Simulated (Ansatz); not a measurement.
## Ca₇SnN₆: do the settings matter for the field gradients?

Cell: a Materials Project structure (computed, not necessarily an observed phase), atoms as given.

Space group Ibam (No. 72); a = 6.3807, b = 11.8485, c = 12.7763 Å.

| site | Wyckoff | site symmetry | x | y | z |
| --- | --- | --- | --- | --- | --- |
| Ca1 | 8j | ..m | 0.2157 | 0.4524 | 0.5000 |
| Ca5 | 16k | 1 | 0.3771 | 0.2776 | 0.1267 |
| Ca13 | 4b | 222 | 0.0000 | 0.5000 | 0.2500 |
| Sn | 4a | 222 | 0.0000 | 0.0000 | 0.7500 |
| N17 | 16k | 1 | 0.2973 | 0.3855 | 0.3236 |
| N25 | 8j | ..m | 0.1208 | 0.3483 | 0.0000 |

One atom of each set is listed; the run and its k-mesh use a cell of 28 atoms with edges of 9.28, 9.28, 9.28 Å.

Reference run. The numbers come from a DFT calculation in Ansatz (PBE, plane waves and PAW, scalar-relativistic, 420 eV cutoff, Γ-centred 5×5×5 k-points, Fermi–Dirac smearing 0.02 eV).

Task: The input is changed as follows: `hamiltonian.pseudopotentials`: {kind: paw} → {kind: paw, source: ansatz}. What happens to V_zz (10²¹ V/m²) and η?

Result: 

```tsv
site	V_zz reference	η reference	V_zz changed	η changed
Ca1	4.53	0.73	4.53	0.73
Ca5	-3.56	0.48	-3.56	0.48
Ca13	-4.85	0.77	-4.85	0.77
Sn	10.61	0.27	11.27	0.27
N17	3.79	0.57	3.76	0.57
N25	-1.15	0.10	-1.16	0.10
```

The largest change of V_zz is on Sn, from 10.61 to 11.27. In per cent, |V_zz| changes by 0 on Ca, +6 on Sn, -1 to +1 on N (all sites that start above 0.5). The cutoff that the program takes moves with it, from 420 to 870 eV. The changed run reads another set of PAW files, with 244 valence electrons a neutral cell instead of 228. SCF iterations: 7 and 11. New warnings: slots ram shed.

On the reference run: Without spin–orbit coupling (the program notes it for Sn) the gradients can shift somewhat, as the gap is small.
